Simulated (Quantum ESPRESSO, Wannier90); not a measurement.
ZrPbO$_{3}$ (Amm2), plane waves to Wannier functions

```
begin unit_cell_cart
ang
    4.1763600000    0.0000000000    0.0000000000
    0.0000000000    2.9806950000    3.0669850000
    0.0000000000   -2.9806950000    3.0669850000
end unit_cell_cart
begin atoms_frac
Zr   0.5000000000 -0.4931200000 -0.4931200000
Pb   0.0000000000 -0.0549800000 -0.0549800000
O    0.5000000000  0.0320300000 -0.4368500000
O    0.5000000000 -0.4368500000  0.0320300000
O    0.0000000000 -0.4400900000 -0.4400900000
end atoms_frac
```

Cell from Materials Project (mp-20337), symmetrised, no further relaxation. COD (Crystallography Open Database) has the formula in 2 space groups, this one among them (matched by group alone). Computed values, not measurements, from PBEsol: Quantum ESPRESSO (norm-conserving PseudoDojo potentials, cutoff 68 Ry, no spin polarisation, no spin-orbit coupling) on a Γ-centred 9×6×6 mesh, then Wannier90. Density: 8×8×8 mesh, cold smearing 0.01 Ry. Spin-orbit coupling is left out although heavy elements are present.

Band 13 is isolated and gives one Wannier function a cell (Pb2 6s 66 %, O5 2p 10 %, Zr1 4d 7 %; spread 3.28 Å²). Its on-site energy is ε = -6.870 eV relative to the valence-band maximum, and its hoppings t(R) = t(−R) to the nearer images are (images within this range that aren't listed have |t| under 5 meV):

```json
[
 {"R (lattice vectors; −R alike)": "1 0 0", "distance (Å)": "4.18", "t (eV)": "0.091"},
 {"R (lattice vectors; −R alike)": "0 0 1", "distance (Å)": "4.28", "t (eV)": "0.045"},
 {"R (lattice vectors; −R alike)": "0 1 0", "distance (Å)": "4.28", "t (eV)": "0.045"},
 {"R (lattice vectors; −R alike)": "0 1 -1", "distance (Å)": "5.96", "t (eV)": "0.044"},
 {"R (lattice vectors; −R alike)": "1 -1 0", "distance (Å)": "5.98", "t (eV)": "0.030"},
 {"R (lattice vectors; −R alike)": "1 0 -1", "distance (Å)": "5.98", "t (eV)": "0.030"},
 {"R (lattice vectors; −R alike)": "1 0 1", "distance (Å)": "5.98", "t (eV)": "0.030"},
 {"R (lattice vectors; −R alike)": "1 1 0", "distance (Å)": "5.98", "t (eV)": "0.030"}
]
```

### Question
Work out the band energy at Γ, Y, C_0, Σ_0 from these numbers.

### Answer
For one orbital E(k) = ε + Σ_R 2 t(R) cos(2π k·R), the sum over the listed R.
- Γ, k = (0.000, 0.000, 0.000): E = -6.870 + (0.091)·(2.00) + (0.045)·(4.00) + (0.044)·(2.00) + (0.030)·(8.00) = -6.18 eV; pw.x: -6.09 eV
- Y, k = (0.000, 0.500, 0.500): E = -6.870 + (0.091)·(2.00) + (0.045)·(-4.00) + (0.044)·(2.00) + (0.030)·(-8.00) = -7.02 eV; pw.x: -7.00 eV
- C_0, k = (0.000, 0.514, 0.486): E = -6.870 + (0.091)·(2.00) + (0.045)·(-3.98) + (0.044)·(1.97) + (0.030)·(-7.97) = -7.02 eV; pw.x: -6.99 eV
- Σ_0, k = (0.000, 0.486, -0.486): E = -6.870 + (0.091)·(2.00) + (0.045)·(-3.98) + (0.044)·(1.97) + (0.030)·(-7.97) = -7.02 eV; pw.x: -6.99 eV

At these points the listed shells miss the plane-wave band by up to 0.09 eV, of a width of 1.16 eV on the path. With all its hoppings the model misses the band by 1.6 meV at worst on the whole path, so most of the miss comes from the hoppings not listed.
